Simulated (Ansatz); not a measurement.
## HfO₂: electrons, doping and thermopower

Plane-wave DFT in Ansatz, PBEsol, scalar-relativistic PAW potentials, cutoff 420 eV, no spin-orbit coupling; no spin polarisation. HfO₂ in space group Fm-3m, which needn't be the usual phase of this composition. Boltzmann transport at 300 K in rigid bands with one relaxation time, bands interpolated from the k mesh 8×8×8; values are means over x, y, z.

```csv
electrons (cm⁻³),size of S (μV/K),σ/τ (Ω⁻¹ m⁻¹ s⁻¹)
10^18,567.7,3.34e+16
10^19,?,3.33e+17
10^20,185.6,3.28e+18
10^21,69.8,2.97e+19
```

Problem. Take the lowest doping as non-degenerate: get the effective density of states and the masses, and predict the missing S.

Solution. For parabolic bands and one τ, |S| = (k_B/e)(5/2 − η) with k_B/e = 86.17 μV/K and n = N e^η. The first row gives η = -4.09, N = 5.96×10¹⁹ cm⁻³ and, from N = 2.509×10¹⁹ cm⁻³ × m_d^(3/2), a density-of-states mass of 1.78 mₑ (all valleys and bands together). σ/τ = ne²/m_c gives a conductivity mass of 0.84 mₑ; m_d is 2.1 times m_c, the sign of several valleys, several bands or anisotropy. A decade of doping costs (k_B/e) ln 10 = 198.4 μV/K, which predicts 369 μV/K; the run gave 370.6. There η is about -1.8, where Fermi statistics begin to count, but their first corrections to η and to the mean carrier energy nearly cancel, so the rule still holds. At 10^21 cm⁻³ the rule would give -28 μV/K against 69.8: the gas is degenerate there. Scattering that depends on energy changes the 5/2, and whether such doping can be reached wasn't computed.

Spin-orbit coupling, left out, matters for bands of heavy elements.

Cost: about 13 core-minutes for the runs cited, on Arm Neoverse V1 (shared hosts).